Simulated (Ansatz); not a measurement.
**Notes on LaAs**

```xyz
2
Lattice="0.0000 3.0861 3.0861 3.0861 0.0000 3.0861 3.0861 3.0861 0.0000" Properties=species:S:1:pos:R:3 pbc="T T T"
As    0.0000    0.0000    0.0000
La    3.0861    3.0861    3.0861
```

Single point in Ansatz 0.2.0 with r2SCAN, no spin polarisation. Cutoff 500 eV, PAW datasets, 9×9×9 Γ-centred k mesh, fermi-dirac filling (width 0.0458 eV).

Question: Give the Bader charges.

Answer: Bader charges in e: La +1.68, As -1.68. In the mean La gives up most and As takes most.

Question: What does the stress say?

Answer: The pressure is 1.0 GPa (compression positive), so with the atoms held at these fractions the cell would first expand.

Question: What do density and ELF say about some of the short contacts?

Answer: As–La at 3.09 Å: least valence density 0.22 e/Å³ and ELF 0.26 there. These are pseudo-fields; inside the PAW spheres they differ from the all-electron ones.

Question: What is the character of the valence top and the conduction bottom?

Answer: Within 0.7 eV of the edges, the states project mainly on As p (69 %) and La d (19 %) below the gap and on La d (76 %) above it.

Question: Is it stable against the elements?

Answer: -1.83 eV an atom against the elements' usual phases (free molecules for gases, crystals otherwise, with no correction for O₂ or N₂), so it is bound against them; other compounds may still compete. Relaxing would lower it.

Question: What is the band gap?

Answer: The gap is 0.05 eV, indirect (the least direct gap found is 0.37 eV).

Origin: a database entry at a rescaled volume. Caveats: the gap is not wide against the smearing; f levels without a U or exact exchange are poorly placed.
